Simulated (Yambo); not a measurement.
Yambo run on CsCl (CsCl type, space group Pm-3m, No. 221). The wavefunctions are PBEsol (pw.x of Quantum ESPRESSO, ONCV potentials, with spin-orbit coupling) ones on a 4×4×4 mesh (16 occupied bands); a = b = c = 4.0655 Å, α = β = γ = 90.00°.

Yambo input:

```
rim_cut
gw0
dyson
el_el_corr
HF_and_locXC
ppa
em1d
RandQpts= 1000000
RandGvec= 1 Ry
EXXRLvcs= 58 Ry
VXCRLvcs= 232 Ry
Chimod= "HARTREE"
% BndsRnXp
 1 | 196 |
%
NGsBlkXp= 7 Ry
% LongDrXp
 1.0 | 1.0 | 1.0 |
%
PPAPntXp= 27.2114 eV
% GbndRnge
 1 | 196 |
%
GTermKind= "none"
DysSolver= "n"
ExtendOut
% QPkrange
 1 | 1 | 16 | 17 |
%
```

k points by index: 1 = Γ.

The o-*.qp file then holds:

```
#    K-point    Band    Eo [eV]    E [eV]    E-Eo [eV]    Vxc [eV]    Vnlxc [eV]    Sc|Eo [eV]    Sc|E [eV]    dSc/dw|Eo [eV]    Re(Z)    Im(Z)
#
    1    16    0.000000    -1.673127    -1.673127    -14.08420    -18.47499    2.330189    2.717665    -6.301428    0.811968    -0.001179
    1    17    5.152252    6.079443    0.927190    -7.929191    -3.748571    -3.104862    -3.253430    -4.359760    0.861906    -0.949741E-3
```
(The two width columns are left out.) Convergence of these settings isn't established.

Geometry relaxed with PBEsol.
